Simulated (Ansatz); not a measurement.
A geometry of NbAs away from equilibrium: the start of the relaxation of a relaxed NbAs cell displaced along its unstable phonon at q = Γ (192i cm⁻¹), largest move 0.15 Å. The numbers are results of PBE (plane waves to 420 eV, PAW, scalar-relativistic; Ansatz, a program for electronic structure), not measurements. Γ-centred k-mesh 12×12×12 on the run's cell (coarser than for final values), Fermi–Dirac smearing 0.05 eV.

```xyz
4
Lattice="-1.8348 1.8348 5.2586 1.8348 -1.8348 5.2586 1.8348 1.8348 -5.2586" Properties=species:S:1:pos:R:3:forces:R:3 pbc="T T T" free_energy=-18817.941 pressure_GPa=-1.1
Nb     0.0000     1.8348     2.5083    0.0000    0.0000   -1.2229
Nb     0.0000     0.0000    -0.1210    0.0000    0.0000   -1.2229
As     0.0000     0.0000     5.4086    0.0000    0.0000    1.2229
As     1.8348     0.0000     2.7793    0.0000    0.0000    1.2229
```

Positions in Å, forces in eV/Å, free energy of the cell in eV (comparable only within this code, potentials and settings). Largest force: 1.22 eV/Å, on Nb1, Nb2, As3, As4 (atoms numbered as listed); the geometry lies 0.42 eV/atom above the end of its relaxation.

No spin polarisation in the result.

The run could not lose the symmetry of its start.

Of the parent cell (I4₁/amd (No. 141)): it is a generated cell of NbAs: the first start was made by placing the elements on the sites of a structure type, and the end was not matched to a known phase here, so it may be hypothetical.

The first start was generated by placing the elements on the sites of a structure type. A measured structure of NbAs has the same space group, I4₁md (No. 109); the sites were not compared with it.
